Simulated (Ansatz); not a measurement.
Zr2C:
```cif
data_CZr2
_chemical_formula_sum 'Zr2 C1'
_space_group_name_H-M_alt 'P 1'
_space_group_IT_number 1
_cell_length_a 5.65997
_cell_length_b 5.65997
_cell_length_c 5.65997
_cell_angle_alpha 33.913
_cell_angle_beta 33.913
_cell_angle_gamma 33.913
loop_
_space_group_symop_operation_xyz
  'x, y, z'
loop_
_atom_site_label
_atom_site_type_symbol
_atom_site_fract_x
_atom_site_fract_y
_atom_site_fract_z
_atom_site_occupancy
Zr1 Zr 0.74500 0.74500 0.74500 1
Zr2 Zr 0.25500 0.25500 0.25500 1
C1 C 0.00000 0.00000 0.00000 1
```

Relaxed with PBEsol.

Question: Decompose the optical modes at the zone centre into irreducible representations, and say which are infrared and Raman allowed.

Answer: Point group -3m: Γ_opt = A1g + A2u + Eg + Eu. Infrared: A2u, Eu. Raman: A1g, Eg.

Question: Assign frequencies (DFPT, the program Ansatz at the PBEsol level (PAW)).

Answer: Eg 187, A1g 244, A2u 501, Eu 572 cm⁻¹.

Space group R-3m. The start of the workflow was typed in or built on a structure type; neither database checked (COD, Materials Project) lists it. Its standing as an ambient phase is unchecked. The cell was relaxed with PBEsol under the symmetry of its start; its stability against distortions is not shown here. No spin polarisation was allowed. The volume moved by -19 % from the start of the relaxation. As this level gives no gap, phonon frequencies hold no LO–TO term and depend on the k-mesh and smearing (Fermi–Dirac, 0.1 eV here).

Potentials: the earlier of the program's two PAW sets. The files were generated under PBE; for other functionals the program regenerates the frozen cores, and for LDA and PBEsol the local potential too.
